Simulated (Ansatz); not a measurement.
Relaxation of a relaxed InSe cell shaken by Gaussian noise of σ = 0.08 Å a coordinate; 8 atoms in the cell, which starts as P1 (No. 1), aP8; a = 4.0415 Å, b = 8.1336 Å, c = 8.1336 Å, α = 90.00°, β = 90.00°, γ = 90.00°. Method: PBEsol (plane waves to 420 eV, PAW, scalar-relativistic; Ansatz, an electronic-structure program). Γ-centred k-mesh 3×3×6 on the run's cell (coarser than for final values), Fermi–Dirac smearing 0.05 eV. This is the first round of the run. 

The optimiser's lines from the output (shortened; P is positive under compression):

```
relax step   1: F+E_penalty+E_count = -43800.60115030 eV  Δ(F+E_penalty+E_count) = +0.000e0 eV  max|allowed force component| = 1.015e0 eV/Å  Δτ_max = 0.0000 Å  P = +0.443 GPa  Ω = 267.364 Å³  (9 SCF iters, dr2 threshold 1.00e-7 eV, accepted)
relax step   2: F+E_penalty+E_count = -43800.80193636 eV  Δ(F+E_penalty+E_count) = -2.008e-1 eV  max|allowed force component| = 1.061e0 eV/Å  Δτ_max = 0.1945 Å  P = +0.544 GPa  Ω = 264.700 Å³  (8 SCF iters, dr2 threshold 8.00e-7 eV, accepted)
relax step   3: F+E_penalty+E_count = -43800.94849037 eV  Δ(F+E_penalty+E_count) = -1.466e-1 eV  max|allowed force component| = 3.833e-1 eV/Å  Δτ_max = 0.2000 Å  P = +0.178 GPa  Ω = 266.133 Å³  (8 SCF iters, dr2 threshold 8.00e-7 eV, accepted)
relax step   4: F+E_penalty+E_count = -43801.03328035 eV  Δ(F+E_penalty+E_count) = -8.479e-2 eV  max|allowed force component| = 2.439e-1 eV/Å  Δτ_max = 0.2000 Å  P = -0.006 GPa  Ω = 268.210 Å³  (8 SCF iters, dr2 threshold 8.00e-7 eV, accepted)
relax step   5: F+E_penalty+E_count = -43801.10931739 eV  Δ(F+E_penalty+E_count) = -7.604e-2 eV  max|allowed force component| = 4.633e-1 eV/Å  Δτ_max = 0.1365 Å  P = -0.368 GPa  Ω = 273.302 Å³  (7 SCF iters, dr2 threshold 8.00e-7 eV, accepted)
relax step   6: F+E_penalty+E_count = -43801.27999692 eV  Δ(F+E_penalty+E_count) = -1.707e-1 eV  max|allowed force component| = 4.127e-1 eV/Å  Δτ_max = 0.1949 Å  P = -0.594 GPa  Ω = 280.985 Å³  (9 SCF iters, dr2 threshold 8.00e-7 eV, accepted)
relax step   7: F+E_penalty+E_count = -43801.43665413 eV  Δ(F+E_penalty+E_count) = -1.567e-1 eV  max|allowed force component| = 5.168e-1 eV/Å  Δτ_max = 0.1932 Å  P = -0.580 GPa  Ω = 286.774 Å³  (8 SCF iters, dr2 threshold 8.00e-7 eV, accepted)
relax step   8: F+E_penalty+E_count = -43801.52786255 eV  Δ(F+E_penalty+E_count) = -9.121e-2 eV  max|allowed force component| = 5.536e-1 eV/Å  Δτ_max = 0.1905 Å  P = -0.107 GPa  Ω = 289.965 Å³  (7 SCF iters, dr2 threshold 8.00e-7 eV, accepted)
relax step   9: F+E_penalty+E_count = -43801.58915367 eV  Δ(F+E_penalty+E_count) = -6.129e-2 eV  max|allowed force component| = 4.634e-2 eV/Å  Δτ_max = 0.1262 Å  P = -0.346 GPa  Ω = 290.478 Å³  (7 SCF iters, dr2 threshold 8.00e-7 eV, accepted)
relax step  10: F+E_penalty+E_count = -43801.59842495 eV  Δ(F+E_penalty+E_count) = -9.271e-3 eV  max|allowed force component| = 3.203e-2 eV/Å  Δτ_max = 0.0587 Å  P = +0.097 GPa  Ω = 286.720 Å³  (6 SCF iters, dr2 threshold 8.00e-7 eV, accepted)
relax step  11: F+E_penalty+E_count = -43801.59955606 eV  Δ(F+E_penalty+E_count) = -1.131e-3 eV  max|allowed force component| = 6.036e-3 eV/Å  Δτ_max = 0.0224 Å  P = +0.013 GPa  Ω = 287.034 Å³  (6 SCF iters, dr2 threshold 6.41e-8 eV, accepted)
relax step  12: F+E_penalty+E_count = -43801.59971606 eV  Δ(F+E_penalty+E_count) = -1.600e-4 eV  max|allowed force component| = 1.457e-3 eV/Å  Δτ_max = 0.0149 Å  P = +0.001 GPa  Ω = 287.187 Å³  (8 SCF iters, dr2 threshold 1.88e-9 eV, accepted)
relax step  13: F+E_penalty+E_count = -43801.59977108 eV  Δ(F+E_penalty+E_count) = -5.502e-5 eV  max|allowed force component| = 3.230e-3 eV/Å  Δτ_max = 0.0163 Å  P = -0.002 GPa  Ω = 287.239 Å³  (10 SCF iters, accepted)
relax step  14: F+E_penalty+E_count = -43801.60256398 eV  Δ(F+E_penalty+E_count) = -2.793e-3 eV  max|allowed force component| = 3.327e-3 eV/Å  Δτ_max = 0.0000 Å  P = -0.006 GPa  Ω = 287.239 Å³  stress off target by 1.04e-2 GPa  SCF on the basis re-selected at this cell (its energy is not comparable with the rows above)  (10 SCF iters)
```

From the first to the last row the energy changes by -0.13 eV/atom and the volume by +7.4 %. The last row is marked as not comparable with the walk above it, whose basis was carried along; it does compare with step 1, since both stand on a basis selected at the nominal cutoff for their own cell.

Later rounds, restarted from the end of this one on a renewed k-mesh, logged 4 more steps and released under 0.01 eV/atom more. The final structure after all rounds: P4₂/m (No. 84), tP8; a = 8.403 Å, b = 8.403 Å, c = 4.063 Å, α = 90.00°, β = 90.00°, γ = 90.00°. Between re-selections the logged energies stand on a plane-wave basis carried along with the cell. No spin polarisation in the result.

The relaxed structure here is a generated cell of InSe: the first start was made by placing the elements on the sites of a structure type, and the end was not matched to a known phase here, so it may be hypothetical. Known forms of InSe include space group No. 194.
